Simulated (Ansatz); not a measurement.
The start is a generated trial cell of PbSe in the AFLOW prototype AB_oP4_59_a_b (as in CuTe). The cell and all atomic positions are relaxed at zero pressure with PBE (plane waves to 420 eV, PAW, scalar-relativistic; Ansatz, an electronic-structure program). The first steps use a coarse 6×5×3 k-mesh.

Starting cell:
```
CELL_PARAMETERS angstrom
      3.73811     0.00000     0.00000
      0.00000     4.85362     0.00000
      0.00000     0.00000     8.24759
ATOMIC_POSITIONS crystal
  Pb 0.00000 0.00000 0.05100
  Pb 0.50000 0.50000 0.94900
  Se 0.00000 0.50000 0.27700
  Se 0.50000 0.00000 0.72300
```

Problem. By how much does the energy per atom fall from start to end?

Solution. 0.82 eV/atom.

Problem. How does the volume per atom move from start to end?

Solution. -19.7 %, from 37.41 to 30.05 Å³/atom.

Problem. How do the shortest distances between atoms change?

Solution. The closest pairs of elements (up to four, under 3.6 Å), start → end: Pb–Se 3.06 → 3.11 Å; Pb–Pb 3.18 → 4.40 Å.

Problem. Is the relaxed structure metallic? Give its gap.

Solution. 0.43 eV, direct at L (no spin-orbit coupling).

Problem. What does it relax into? Give the structure.

Solution. 
```cif
data_Pb4Se4
_chemical_formula_sum 'Pb4 Se4'
_space_group_name_H-M_alt 'Fm-3m'
_space_group_IT_number 225
_space_group_name_Hall '-F 4 2 3'
_cell_length_a 6.21805
_cell_length_b 6.21805
_cell_length_c 6.21805
_cell_angle_alpha 90.000
_cell_angle_beta 90.000
_cell_angle_gamma 90.000
loop_
_atom_site_label
_atom_site_type_symbol
_atom_site_symmetry_multiplicity
_atom_site_Wyckoff_symbol
_atom_site_fract_x
_atom_site_fract_y
_atom_site_fract_z
_atom_site_occupancy
Pb1 Pb 4 a 0.00000 0.00000 0.00000 1
Se1 Se 4 b 0.50000 0.50000 0.50000 1
```
(The calculation used a cell of 2 atoms; values per cell refer to that cell.)

Final values are on a 9×9×9 k-mesh of the relaxed cell. No spin polarisation in the result. Spin-orbit coupling is missing; with elements this heavy it can move band edges by tenths of an eV or more.

The run could not lose the symmetry of its start.
